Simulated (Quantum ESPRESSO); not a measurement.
# GaSi3PGe3: a curve over one atom's position

A calculation, not a measurement. The program is pw.x of Quantum ESPRESSO 7.5 (plane-wave density functional theory). The cell is made up: 8 atoms on a zincblende/diamond lattice, with randomly drawn elements, strain and displacements, not relaxed. PseudoDojo standard norm-conserving files (v0.5 for PBE, v0.4.1 for LDA and PBEsol) set the functional; there is no spin polarisation, spin-orbit coupling or dispersion term, and the masses in the input are unused placeholders.

Seven runs move atom 7 (Si, counted in the order of the input) along y and keep all else fixed.

Input of the run at +0.0103:

```
&control calculation='scf', pseudo_dir='./dojo.nc.sr.pbe.v0_5.standard.upf', outdir='./o', disk_io='medium', tprnfor=.true., tstress=.true. /
&system ibrav=0, nat=8, ntyp=4, nbnd=46, ecutwfc=79.96652505, nosym=.true., tot_charge=0,
 occupations='smearing', smearing='fd', degauss=0.0073498644
/
&electrons conv_thr=7.350e-09, electron_maxstep=60, /
ATOMIC_SPECIES
Ga 1.0 Ga.upf
Ge 1.0 Ge.upf
P 1.0 P.upf
Si 1.0 Si.upf
CELL_PARAMETERS angstrom
5.6392 0.0129 -0.0079
0.0129 5.6526 0.1084
-0.0079 0.1084 5.8281
ATOMIC_POSITIONS angstrom
Ga 0.0135 0.0607 -0.0107
Si 0.0743 2.95 3.0473
Si 2.8185 0.14 2.8254
P 2.8749 2.7226 0.0834
Ge 1.3708 1.4865 1.4587
Ge 1.4522 4.3266 4.4218
Si 4.2166 1.6262 4.3925
Ge 4.375 4.2653 1.4945
K_POINTS automatic
6 6 6 1 1 1
```

```
shift of atom 7 along y (Å)  free energy less that of the input shown (eV)  Fx on atom 7 (eV/Å)  Fy on atom 7 (eV/Å)  Fz on atom 7 (eV/Å)  pressure (GPa)  iterations
                    -0.0884                                        -0.0629               -0.031               -0.192               -0.462           -3.21          10
                    -0.0738                                        -0.0591               -0.023               -0.324               -0.442           -3.21          10
                    -0.0641                                        -0.0555               -0.018               -0.412               -0.429           -3.20          10
                    -0.0544                                        -0.0511               -0.013               -0.499               -0.416           -3.20          10
                    +0.0103                                         0.0000                0.011               -1.078               -0.334           -3.13          10
                    +0.0391                                         0.0347                0.017               -1.331               -0.299           -3.09          10
                    +0.0808                                         0.0978                0.021               -1.690               -0.252           -3.00          10
```

A cubic fit gives dFy/dy = -8.89 eV/Å² at zero shift. Across the table the free energy follows the integral of the force to within 0.1 meV. A rerun of one of the cells at 1377 eV and a 8 x 8 x 8 mesh moved values by no more than 0.002 eV in energy, 0.03 GPa in stress and 0.008 eV/Å in force.